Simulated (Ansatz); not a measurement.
Given:

BeTe:
```cif
data_BeTe
_chemical_formula_sum 'Be1 Te1'
_space_group_name_H-M_alt 'P 1'
_space_group_IT_number 1
_cell_length_a 4.00480
_cell_length_b 4.00480
_cell_length_c 4.00480
_cell_angle_alpha 60.000
_cell_angle_beta 60.000
_cell_angle_gamma 60.000
loop_
_space_group_symop_operation_xyz
  'x, y, z'
loop_
_atom_site_label
_atom_site_type_symbol
_atom_site_fract_x
_atom_site_fract_y
_atom_site_fract_z
_atom_site_occupancy
Be1 Be 0.50000 0.50000 0.50000 1
Te1 Te 0.25000 0.25000 0.25000 1
```

This is the PBE-relaxed structure.

Task: All from plane-wave PAW PBE (Ansatz code), unless another level is named. Predict the electronic dielectric constant ε∞ (DFPT).

Result: 7.41.

Task: Predict the Born charges (a third of the trace).

Result: Be +1.36, Te -1.36 e.

Task: What about the static dielectric constant ε0 (ions relaxed, cell fixed)?

Result: 8.57.

Task: What about the Bader charges?

Result: Be +1.47, Te -1.47 e.

Task: Give the largest static χ(2) component.

Result: 13 pm/V.

Space group F-43m (zinc blende). Symmetry was held in the PBE relaxation; of distortions, only those at the zone centre were tested. The volume moved by 30 % from the start of the relaxation. Spin–orbit coupling is left out wherever it is not named.

Potentials: the later of the program's two PAW sets.
